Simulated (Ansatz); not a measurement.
A geometry of CsSnI3 away from equilibrium: step 3 of the relaxation of a generated cell, CsSnI3 placed in the AFLOW prototype AB3C_hR10_148_c_f_c (as in TiFeO3). Calculation: PBEsol (plane waves to 420 eV, PAW, scalar-relativistic; Ansatz, a quantum-chemistry and plane-wave program). Γ-centred k-mesh 4×4×4 on the run's cell (coarser than for final values), Fermi–Dirac smearing 0.05 eV.

```xyz
10
Lattice="4.2141 2.4330 7.7750 -4.2141 2.4330 7.7750 0.0000 -4.8660 7.7750" Properties=species:S:1:pos:R:3:forces:R:3 pbc="T T T" free_energy=-67673.147 pressure_GPa=0.4
Sn     0.0000     0.0000     8.1904    0.0000    0.0000   -0.3498
Sn     0.0000     0.0000    15.1346    0.0000    0.0000    0.3498
I     -1.1967    -2.6137    13.7812    0.4296    0.1476    0.5102
I      2.8619     0.2705    13.7812   -0.3427    0.2982    0.5102
I     -1.6652     2.3432    13.7812   -0.0869   -0.4459    0.5102
I      1.1967     2.6137     9.5438   -0.4296   -0.1476   -0.5102
I     -2.8619    -0.2705     9.5438    0.3427   -0.2982   -0.5102
I      1.6652    -2.3432     9.5438    0.0869    0.4459   -0.5102
Cs     0.0000     0.0000     3.4691    0.0000    0.0000    0.0430
Cs     0.0000     0.0000    19.8560    0.0000    0.0000   -0.0430
```

Positions in Å, forces in eV/Å, free energy of the cell in eV (comparable only within this code, potentials and settings). Largest force: 0.68 eV/Å, on I3, I4, I5, I6, I7, I8 (atoms numbered as listed); the geometry lies 0.07 eV/atom above the end of its relaxation.

No spin polarisation in the result.

The run could not lose the symmetry of its start: the end is stationary, and may be a saddle point rather than a minimum.

The end of the path is a generated cell of CsSnI3: the first start was made by placing the elements on the sites of a structure type, and the end was not matched to a known phase here, so it may be hypothetical. Known forms of CsSnI3 include space group No. 62, 221.
